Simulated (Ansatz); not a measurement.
Magnetic states of nickel, A15

These are results of Ansatz, DFT, PBEsol, plane waves (420 eV) with PAW, scalar-relativistic, not measurements. The PAW files were generated under PBE, with cores re-solved for the functional.

Each start was relaxed and then solved on a dense mesh, with Fermi-Dirac smearing of 0.05 eV (0.1 eV in a metal without spin) extrapolated to zero. Rows within 2 meV/atom of each other tie.

(1) Where does each start end, and how do the energies compare? Starts: non-magnetic; ferromagnetic.

Answers

(1) 
```
        start                                 ends  ΔE (meV/atom)  V (Å³/atom)
ferromagnetic  ferromagnetic, net 0.58 μB per atom            0.0        10.62
 non-magnetic                    spin not included           24.5        10.58
```
